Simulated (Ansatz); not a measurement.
Question: Name crystals whose computed values (DFT-PBEsol in the program Ansatz with PAW potentials) fall in these windows: G_Hill (GPa) 94 to 130; highest Γ mode, no LO–TO term (cm⁻¹) 300 to 340.

Answer: 

```json
[
 {"crystal": "AlRu, CsCl type", "G_Hill (GPa)": "116", "highest Γ mode, no LO–TO term (cm⁻¹)": "321"},
 {"crystal": "SiNi3, Cu3Au type", "G_Hill (GPa)": "121", "highest Γ mode, no LO–TO term (cm⁻¹)": "337"}
]
```
Others may fit too.

All cells were relaxed under the symmetry of their starts (and spin orders); stability against distortions was not tested throughout. Rows with no word on spin ran without spin polarisation. Spin–orbit coupling is left out wherever it is not named.

Potentials: the later of the program's two PAW sets.
